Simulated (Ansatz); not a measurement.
The cell below belongs to a search over invented structures; it isn't taken from experiment.

Input and command of a plane-wave DFT calculation in Ansatz:

```yaml
crystal:
  lattice:
    - [1.9205473185, 1.1088285114, 6.4555212182]
    - [-1.9205473185, 1.1088285114, 6.4555212182]
    - [0.0, -2.2176570227, 6.4555212182]
  atoms:
    - { symbol: Sc, position: [0.245654588, 0.245654588, 0.245654588] }
    - { symbol: Sc, position: [0.754345412, 0.754345412, 0.754345412] }
    - { symbol: Si, position: [0.5, 0.5, 0.5] }
    - { symbol: Se, position: [0.0, 0.0, 0.0] }
basis:
  ecutwfc: 420
kpoints:
  mp_grid: { grid: [12, 12, 12] }
hamiltonian:
  xc: pbe
scf:
  occupations: { method: fermi_dirac, width: 0.15 }
output:
  forces: true
  stress: true
  eigenvalues: true
relax:
  adjacent_minimum: "off"
  f_tol: 0.001
  max_steps: 60
  cell: { stress_tol: 0.01 }
```

```bash
ansatz run input.yaml --threads 1 --pin off --max-ram 2560MiB --backend cpu --events-out ev --progress --plain --runs-dir out
```

Processor: Arm Neoverse V2, 1 thread, on a host shared with other jobs.

Question: Estimate time, memory and problem size.

Answer: About 2.2 min, peak memory 0.62 GiB. It solves 28 bands at 189 k points (after reduction by symmetry) with about 1617 plane waves (on the last cell), in 36 SCF iterations over 5 ionic steps.
